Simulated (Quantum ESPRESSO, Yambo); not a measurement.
**G0W0 results for AlAs at -1 % isotropic strain**

AlAs has the cubic space group F-43m (No. 216), the zinc blende structure, Pearson symbol cF8. Cell: a = b = c = 5.618 Å, α = β = γ = 90.00°. Al on 4a is coordinated by 4 As at 2.433 Å (tetrahedral). As on 4d sees 4 Al at 2.433 Å (tetrahedral). (Neighbours: up to the widest gap in distance over summed covalent radii, below 1.35, at either atom.)
(The calculation used a cell of 2 atoms; values per cell refer to that cell.)

The PBEsol cell relaxed from Materials Project entry mp-2172 was given an isotropic strain of -1 % on all lattice vectors, and the atoms were relaxed again.

Starting point: PBE (stringent potentials; Quantum ESPRESSO, PseudoDojo norm-conserving, 104 Ry, no spin-orbit coupling). G0W0 in Yambo: 4×4×4 Γ-centred k mesh, bands 5 to 202 and a 15 Ry block in the screening, 202 bands in G with the Bruneval-Gonze terminator, plasmon pole fitted at 27.2 eV.

The PBE gap along the band path is 1.40 eV and the PBE gap between the mesh's edge points (Γ → X) is 1.40 eV. The G0W0 gap between the same points is 2.03 eV and the PBE smallest direct gap on the mesh (at Γ) is 2.23 eV. The G0W0 direct gap at that point comes out as 3.05 eV.

```tsv
k point	band	E PBE (eV)	E QP (eV)	shift (eV)	Z
Γ	VB	0.00	-0.75	-0.75	0.79
Γ	CB	2.23	2.30	0.07	0.80
L	VB	-0.84	-1.66	-0.82	0.78
L	CB	2.23	2.26	0.02	0.80
X	VB	-2.22	-3.13	-0.91	0.78
X	CB	1.40	1.28	-0.12	0.81
```

Energies count from the PBE valence-band maximum.

Convergence of the G0W0 settings was not tested.

Spin-orbit splittings are left out.
